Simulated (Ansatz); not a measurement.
A geometry of ZnSnP₂ away from equilibrium: the start of the relaxation of a relaxed ZnSnP2 cell squeezed uniformly to 70 % of its volume. These are PBE (plane waves to 420 eV, PAW, scalar-relativistic; Ansatz, a quantum-chemistry and plane-wave program) values and carry that method's errors. Γ-centred k-mesh 7×7×7 on the run's cell (coarser than for final values), Fermi–Dirac smearing 0.05 eV.

```xyz
8
Lattice="-2.5316 2.5316 5.0768 2.5316 -2.5316 5.0768 2.5316 2.5316 -5.0768" Properties=species:S:1:pos:R:3 pbc="T T T"
Zn     0.0000     2.5316     2.5384
Zn     0.0000     0.0000     0.0000
Sn     2.5316     0.0000     2.5384
Sn     0.0000     0.0000     5.0768
P      1.2658     1.1532    -1.2692
P      1.2658     1.3783     3.8076
P      1.3783    -1.2658     6.3460
P      1.1532     3.7973     1.2692
```

Problem. What forces act on the atoms (eV/Å)?

Solution. 
| atom | Fx | Fy | Fz |
|---|---|---|---|
| Zn1 | 0.00 | 0.00 | 0.00 |
| Zn2 | 0.00 | 0.00 | 0.00 |
| Sn3 | 0.00 | 0.00 | 0.00 |
| Sn4 | 0.00 | 0.00 | 0.00 |
| P5 | 0.00 | -1.42 | 0.00 |
| P6 | 0.00 | 1.42 | 0.00 |
| P7 | 1.42 | 0.00 | 0.00 |
| P8 | -1.42 | 0.00 | 0.00 |

Problem. What is the pressure?

Solution. +53.2 GPa, compression positive.

No spin polarisation in the result.

The run could not lose the symmetry of its start.
